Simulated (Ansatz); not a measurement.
How Hf2Ga stores the work of compression

The calculation used Ansatz 0.2.0, DFT PBEsol, scalar-relativistic, plane waves, PAW. Settings: 420 eV cutoff, 8×8×8 k-mesh, Gaussian smearing of 0.10 eV, no spin polarisation.

Reference structure (relaxed):

```xyz
6
Lattice="-3.3058 3.3058 2.6231 3.3058 -3.3058 2.6231 3.3058 3.3058 -2.6231" Properties=species:S:1:pos:R:3 pbc="T T T"
Hf    4.3244    1.0186    0.0000
Hf    2.2872    1.0186    2.6231
Hf   -1.0186    2.2872    2.6231
Hf    1.0186    2.2872    0.0000
Ga    0.0000    0.0000    3.9346
Ga    0.0000    0.0000    1.3115
```

Cell and atoms were relaxed at each target pressure within the start's symmetry (I4/mcm), at zero temperature; other phases can be more stable under pressure. H = E + PV with P the target; E is the free energy at the smearing used, whose derivative the pressure is, per atom and counted from zero pressure. The mesh named is that at zero pressure; some other pressures ran on another.

Spin–orbit coupling is left out, which can shift energies with elements as heavy as these.

| P (GPa) | V (Å³/atom) | E − E0 (meV) | H − H0 (meV) |
| --- | --- | --- | --- |
| 0 | 19.111 | 0.0 | 0.0 |
| 3 | 18.687 | 3.9 | 353.7 |
| 8 | 18.059 | 25.0 | 926.7 |
| 15 | 17.320 | 77.4 | 1698.9 |
| 30 | 16.091 | 247.6 | 3260.5 |
| 60 | 14.416 | 705.9 | 6104.5 |

Thermodynamics gives dH/dP = V along a relaxed path. Integrate V over P by the trapezoid rule and compare with the computed enthalpies.

With 1 eV/Å³ = 160.22 GPa, each step adds the mean volume times ΔP / 160.22:
| P (GPa) | ∫V dP (meV) | H − H0 (meV) | difference (meV) |
| --- | --- | --- | --- |
| 3 | 353.9 | 353.7 | 0.1 |
| 8 | 927.2 | 926.7 | 0.5 |
| 15 | 1700.1 | 1698.9 | 1.1 |
| 30 | 3264.1 | 3260.5 | 3.6 |
| 60 | 6120.2 | 6104.5 | 15.7 |

V(P) curves upward, so the trapezoid rule runs high; integrating a smooth curve through the same points (P as a polynomial of degree 4 in ln V) puts that excess at about 15.3 meV at 60 GPa, against the 15.7 meV found.

At 60 GPa, how much of the enthalpy change is stored energy and how much is the PV term?

E rises by 706 meV/atom and PV is 60 × 14.416 / 160.22 = 5399 meV/atom, so PV makes 88 % of ΔH. So between rival structures at high pressure a small difference in volume can outweigh the difference in energy: 1 % of this volume is worth 54.0 meV/atom at this pressure.

What bulk modulus do the lowest pressures give?

From the pressures that the runs reached, -2.99 GPa (19.590 Å³) and 2.97 GPa (18.687 Å³), B = −ΔP/Δln V = 5.96 / 0.0472 = 126 GPa, a mean over that range.